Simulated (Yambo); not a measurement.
G0W0@PBEsol for K4BeP2 (space group R-3m, No. 166) in Yambo. Reference settings: 2×2×2 Γ-centred k mesh, bands 2 to 310 and a 7 Ry block in the screening, 310 bands in G with the Bruneval-Gonze terminator, plasmon pole fitted at 27.2 eV. The PBEsol gap L → Γ on this mesh is 1.09 eV; G0W0 gaps are taken between the same points.

The settings were changed. The gap went from 2.25 eV to 1.85 eV, and the shift of the valence edge from -0.96 eV to -0.60 eV.

### Question
What was changed between the two runs?
A. 3 Ry block
B. 139 bands in W
C. 2 Ry block
D. 195 bands in G, no terminator

### Answer
C, 2 Ry block. The others gave (gap, valence shift): 3 Ry block: 2.02, -0.75 eV; 195 bands in G, no terminator: 2.17, -0.79 eV; 139 bands in W: 2.19, -0.82 eV.

Geometry of the Materials Project entry, not relaxed at this level; primitive cell a = 8.981 Å, b = 8.981 Å, c = 8.981 Å, α = 36.17°, β = 36.17°, γ = 36.17°.

A shift is the quasiparticle energy of the state minus its PBEsol energy.
